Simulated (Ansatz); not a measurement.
AlRu (CsCl type)

```
AlRu
1.0
    3.00370     0.00000     0.00000
    0.00000     3.00370     0.00000
    0.00000     0.00000     3.00370
Al Ru
1 1
Direct
  0.00000   0.00000   0.00000
  0.50000   0.50000   0.50000
```

The volume is varied about the relaxed value V₀ at fixed cell shape. Symmetry pins the atoms to their sites.

All values below come from PBE (plane waves to 420 eV, PAW, scalar-relativistic; Ansatz, a quantum-chemistry and plane-wave program). k mesh 15×15×15 (Γ-centred), Fermi-Dirac smearing 0.05 eV. Energies are smeared free energies. Stress and pressure are positive under compression. AlRu is run without spin polarisation. AlRu was relaxed with its symmetry unable to fall. The zero of ΔE is the relaxed starting cell. The last digit holds for this mesh only.

| V (Å³/atom) | ΔE (meV/atom) |
|---|---|
| 12.737 | 34.6 |
| 12.873 | 23.6 |
| 13.008 | 14.8 |
| 13.144 | 8.2 |
| 13.279 | 3.6 |
| 13.415 | 0.9 |
| 13.550 | 0.0 |
| 13.686 | 0.8 |
| 13.821 | 3.3 |
| 13.957 | 7.3 |
| 14.092 | 12.8 |
| 14.228 | 19.7 |
| 14.363 | withheld |

Problem. Fit a third-order Birch-Murnaghan form (E₀, V₀, B₀, B₀′ free) to the given rows and predict ΔE at V = 14.363.

Solution. Least squares on the 12 given rows: ΔE = E₀ + (9V₀B₀/16)·y²·[2 + (B₀′ − 4)y], y = (V₀/V)^(2/3) − 1, with V₀ = 13.551 Å³/atom, B₀ = 203.5 GPa (160.2 GPa = 1 eV/Å³; the term in eV is multiplied by 1000), B₀′ = 4.22, E₀ = -0.01 meV/atom; root-mean-square residual 0.03 meV/atom. At 14.363 the fit gives 27.9 meV/atom; the calculation gives 27.9 meV/atom, the same to the digits shown. For the pressure the fit gives -10.5 GPa against the computed -10.4 GPa.

(A scan under strain: stresses follow from slopes of the energy per volume, elastic moduli from its curvatures.)
